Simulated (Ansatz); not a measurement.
Y2C in space group R-3m (No. 166; Y on 6c, C on 3a) at seven volumes, plane-wave PAW PBEsol (Ansatz code), shape and atoms relaxed at each. One row is withheld.

| V (Å³/atom) | P (GPa) |
|---|---|
| 20.298 | 6.89 |
| 20.967 | 4.25 |
| 21.636 | 1.94 |
| 22.305 | 0.00 |
| 22.974 | ? |
| 23.644 | -3.08 |
| 24.313 | -4.24 |

**Question.** Fit the shown pressures and predict the withheld one.

**Answer.** Third-order Birch–Murnaghan: P = (3/2)B₀(x^(7/2) − x^(5/2))[1 + (3/4)(B′ − 4)(x − 1)] with x = (V₀/V)^(2/3). Least squares on the six rows gives V₀ = 22.307 Å³/atom, B₀ = 59.58 GPa, B′ = 4.34. At V = 22.974, x = 0.9805 and P = -1.65 GPa. The run itself gave -1.68 GPa.

The first step of the workflow began from a Materials Project structure, measured or hypothetical; the Crystallography Open Database files this formula in space group No. 166, but the cells were not matched. Its standing as an ambient phase is unchecked. The cell was relaxed with PBEsol under the symmetry of its start; its stability against distortions is not shown here. No spin polarisation was allowed.

Potentials: the later of the program's two PAW sets.
